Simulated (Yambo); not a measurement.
Yambo run on AgCl (rock salt, space group Fm-3m, No. 225). The wavefunctions are norm-conserving PBEsol (Quantum ESPRESSO, 82 Ry, without SOC) ones on a 4×4×4 mesh (13 occupied bands); a = b = c = 3.852 Å, α = β = γ = 60.00°.

Yambo input:

```
rim_cut
gw0
dyson
el_el_corr
HF_and_locXC
ppa
em1d
RandQpts= 1000000
RandGvec= 1 Ry
EXXRLvcs= 82 Ry
VXCRLvcs= 328 Ry
Chimod= "HARTREE"
% BndsRnXp
 5 | 100 |
%
NGsBlkXp= 10 Ry
% LongDrXp
 1.0 | 1.0 | 1.0 |
%
PPAPntXp= 27.2114 eV
% GbndRnge
 1 | 64 |
%
GTermKind= "BG"
DysSolver= "n"
ExtendOut
% QPkrange
 1 | 1 | 13 | 14 |
 3 | 3 | 13 | 13 |
%
```

k points by index: 1 = Γ, 3 = L.

Resulting energies as the program prints them:

```
#    K-point    Band    Eo [eV]    E [eV]    E-Eo [eV]    Vxc [eV]    Vnlxc [eV]    Sc|Eo [eV]    Sc|E [eV]    dSc/dw|Eo [eV]    Re(Z)    Im(Z)
#
    1    13    -2.550606    -3.747683    -1.197076    -14.50416    -18.78873    2.773380    3.087491    -7.139377    0.792159    -0.001581
    1    14    0.726665    1.156155    0.429490    -11.37464    -6.977838    -3.878514    -3.967312    -5.624949    0.828696    -0.001028
    3    13    0.000000    -1.143398    -1.143398    -21.45844    -26.46211    3.573251    3.860273    -6.830087    0.799358    -0.001174
```
(The two width columns are left out.) Convergence of these settings isn't established.

Geometry relaxed with PBEsol.
